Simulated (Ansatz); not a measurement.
Relaxed PbS (rock salt):

```yaml
crystal:
  lattice:
    - [0.00000, 6.00891, 6.00891]
    - [3.00445, 0.00000, 3.00445]
    - [3.00445, 3.00445, 0.00000]
  atoms:
    - { symbol: S, position: [0.00000, 0.00000, 0.00000] }
    - { symbol: S, position: [0.50000, 0.00000, 0.00000] }
    - { symbol: Pb, position: [0.25000, 0.50000, 0.50000] }
    - { symbol: Pb, position: [0.75000, 0.50000, 0.50000] }
```

A phonon eigenvector at L = (0.5, 0.0, 0.0) is frozen into this cell: atom i moves by Q times the vector below, so Q is the largest atomic displacement, in Å. The cell is held. (q is in reciprocal vectors of the primitive cell; the cell shown is doubled to hold the pattern.)

```csv
atom,x,y,z
Pb3,0.577,-0.577,-0.577
Pb4,-0.577,0.577,0.577
```

Atoms not listed stay in place.

Method: PBE (plane waves to 420 eV, PAW, scalar-relativistic; Ansatz, a quantum-chemistry and plane-wave program). k mesh 5×10×10 (Γ-centred), Fermi-Dirac smearing 0.05 eV. PbS was relaxed with its symmetry unable to fall. Spin-orbit coupling is left out, though Pb is heavy.

At one point of the scan the forces (eV/Å) are:

| atom | Fx | Fy | Fz |
|---|---|---|---|
| S1 | 0.000 | 0.000 | 0.000 |
| S2 | 0.000 | 0.000 | 0.000 |
| Pb3 | -1.058 | 1.058 | 1.058 |
| Pb4 | 1.058 | -1.058 | -1.058 |

Task: Which point is it?
A) Q = 0.047 Å
B) Q = 0.280 Å
C) Q = 0.233 Å
D) Q = 0.093 Å

Result: C, Q = 0.233 Å

(For displaced atoms, the force is minus the slope of the energy, and its curvature is a force constant, which sets phonon frequencies.)
